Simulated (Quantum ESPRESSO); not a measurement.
## Calculated data, Ga4NO4F (made-up cell)

Calculation on a made-up crystal cell, not a measurement, rerun at a higher cutoff and a denser mesh: periodic Kohn-Sham density functional theory in plane waves with PseudoDojo standard norm-conserving scalar-relativistic pseudopotentials, each functional with its own files (v0.5 for PBE, v0.4.1 for LDA and PBEsol), no spin polarisation, no spin-orbit coupling, atoms not relaxed, stress positive in tension, energies less a fixed whole-eV offset for each atom's element; levels are Kohn-Sham levels at fractions of this cell's reciprocal vectors, counted from the reference band (half the neutral cell's valence electrons, rounded up) at Gamma; error bars give the change to or from the runs named with them, not the error of the files; each bar is the largest change over components, and at least 0.002 eV, 0.002 eV per angstrom or 0.02 GPa; no dispersion term; energies are for the whole cell, and the offsets were chosen from early runs and are not element reference energies; machines and their load varied, so run times do not measure scaling. Program: Quantum ESPRESSO 7.5.

```json
{"formula": "Ga4NO4F", "kind": "made-up cell", "structure": {"cell_angstrom": [[2.5076, 1.4478, 4.5031], [-2.5076, 1.4478, 4.5031], [0.0, -2.8955, 4.5031]], "atoms_fractional": [["Ga", 0.36499, 0.36842, 0.35294], ["Ga", 0.13859, 0.12646, 0.17698], ["Ga", 0.63081, 0.65067, 0.63044], ["Ga", 0.83461, 0.8693, 0.82522], ["O", 0.55624, 0.93716, 0.26864], ["O", 0.24094, 0.55459, 0.96921], ["O", 0.9608, 0.23911, 0.56033], ["O", 0.45652, 0.03847, 0.75025], ["F", 0.72698, 0.43854, 0.05196], ["N", 0.08545, 0.7336, 0.4372]]}, "given": {"lattice_type": "corundum", "functional": "pbe", "cutoff [eV]": 1437, "fermi_dirac_smearing [eV]": 0.025, "scf_tolerance [eV]": 1e-07, "electrons_removed": 0, "run_command": "mpirun -np 4 pw.x -nk 4 -in in", "run_processor": "Intel Xeon, older, virtual cores", "k_mesh": "7 x 7 x 7, shifted by half a step", "atom_site": [1, 2, 3, 4, 5, 6, 7, 8, 9, 10], "atom_energy_offset [eV]": [-2080, -2080, -2080, -2080, -452, -452, -452, -452, -677, -283]}, "results": {"free_energy_less_offsets [eV]": 8.976, "scf_iterations": 13, "smearing_term_minus_ts [eV]": 0.0, "pressure [GPa]": 17.25, "stress_xx [GPa]": -15.3, "stress_yy [GPa]": -21.71, "stress_zz [GPa]": -14.74, "stress_yz [GPa]": -1.53, "stress_xz [GPa]": -3.696, "stress_xy [GPa]": 3.274, "force_site": [1, 2, 3, 4, 5, 6, 7, 8, 9, 10], "force_x [eV/angstrom]": [-0.8573, 1.349, 1.187, 1.534, -0.8897, 0.4321, -1.335, -1.07, 2.157, -2.507], "force_y [eV/angstrom]": [-3.517, 1.495, -0.06639, 0.5558, 2.972, 0.2059, -0.573, -0.4499, 1.609, -2.231], "force_z [eV/angstrom]": [-2.551, 1.168, -0.1855, 2.512, -1.628, -1.367, -0.3324, 0.1794, 1.678, 0.526], "reference_band": 44, "level_k_point": ["Gamma", "(1/2,1/2,1/2)", "(0.15,0,0)", "(0,0.15,0)", "(0,0,0.15)"], "next_band_up [eV]": [1.08, 3.678, 1.786, 1.748, 1.802], "error_bar_energy [eV]": 0.003395, "error_bar_stress [GPa]": 0.02, "error_bar_force [eV/angstrom]": 0.002, "error_bar_next_band_up [eV]": 0.002, "error_bars_from": "change from the looser run of this cell", "wall_time_of_scf_and_band_steps_on_a_shared_machine [s]": 1170.0}}
```
